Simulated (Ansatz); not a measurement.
CdS:
```cif
data_Cd4S4
_chemical_formula_sum 'Cd4 S4'
_space_group_name_H-M_alt 'P 1'
_space_group_IT_number 1
_cell_length_a 4.12080
_cell_length_b 4.12080
_cell_length_c 13.43660
_cell_angle_alpha 90.000
_cell_angle_beta 90.000
_cell_angle_gamma 120.000
loop_
_space_group_symop_operation_xyz
  'x, y, z'
loop_
_atom_site_label
_atom_site_type_symbol
_atom_site_fract_x
_atom_site_fract_y
_atom_site_fract_z
_atom_site_occupancy
Cd1 Cd 0.00000 0.00000 0.00042 1
Cd2 Cd 0.00000 0.00000 0.50042 1
Cd3 Cd 0.66667 0.33333 0.75023 1
Cd4 Cd 0.33333 0.66667 0.25023 1
S1 S 0.00000 0.00000 0.81259 1
S2 S 0.00000 0.00000 0.31259 1
S3 S 0.66667 0.33333 0.56239 1
S4 S 0.33333 0.66667 0.06239 1
```

Relaxed with PBEsol in the plane-wave PAW code Ansatz. Indices refer to the conventional cell of P6_3mc, a = 4.1208 Å, b = 4.1208 Å, c = 13.4366 Å, α = 90.00°, β = 90.00°, γ = 120.00°.

Q: Simulate the powder diffraction pattern (Co Kα, λ = 1.79026 Å; lines above 1 %) up to 2θ = 90°.

A: Simulated powder pattern, Co Kα, λ = 1.79026 Å (kinematic, ideal powder, no thermal factors, no anomalous dispersion; the 30 strongest lines at most, above 1 %, up to 2θ = 90°):

| 2θ (°) | d (Å) | I/Imax (%) | hkl |
|---|---|---|---|
| 29.05 | 3.569 | 20 | (1 0 -1 0) |
| 30.08 | 3.449 | 84 | (1 0 -1 1) |
| 30.91 | 3.359 | 58 | (0004) |
| 33.00 | 3.152 | 100 | (1 0 -1 2) |
| 37.41 | 2.791 | 20 | (1 0 -1 3) |
| 42.93 | 2.446 | 8.8 | (1 0 -1 4) |
| 49.29 | 2.147 | 26 | (1 0 -1 5) |
| 51.50 | 2.060 | 62 | (1 1 -2 0) |
| 56.31 | 1.897 | 48 | (1 0 -1 6) |
| 60.22 | 1.784 | 2.4 | (2 0 -2 0) |
| 60.80 | 1.769 | 11 | (2 0 -2 1) |
| 61.28 | 1.756 | 49 | (1 1 -2 4) |
| 62.54 | 1.725 | 16 | (2 0 -2 2) |
| 63.94 | 1.690 | 6.4 | (1 0 -1 7) |
| 64.41 | 1.680 | 3.4 | (0008) |
| 65.37 | 1.658 | 4.0 | (2 0 -2 3) |
| 69.23 | 1.576 | 2.1 | (2 0 -2 4) |
| 74.05 | 1.487 | 7.7 | (2 0 -2 5) |
| 79.80 | 1.396 | 17 | (2 0 -2 6) |
| 81.07 | 1.377 | 3.4 | (1 0 -1 9) |
| 83.15 | 1.349 | 2.0 | (2 1 -3 0) |
| 83.67 | 1.342 | 9.1 | (2 1 -3 1) |
| 85.20 | 1.322 | 14 | (2 1 -3 2) |
| 86.46 | 1.307 | 2.9 | (2 0 -2 7) |
| 86.88 | 1.302 | 9.2 | (1 1 -2 8) |
| 87.75 | 1.292 | 3.7 | (2 1 -3 3) |

A made-up cell: these elements were put on the sites of a structure type. Its sites differ from those of the usual phase in this space group: another stacking or structure type. The PBEsol relaxation kept the symmetry of its start; its stability against distortions is not shown here.

Potentials: the later of the program's two PAW sets.
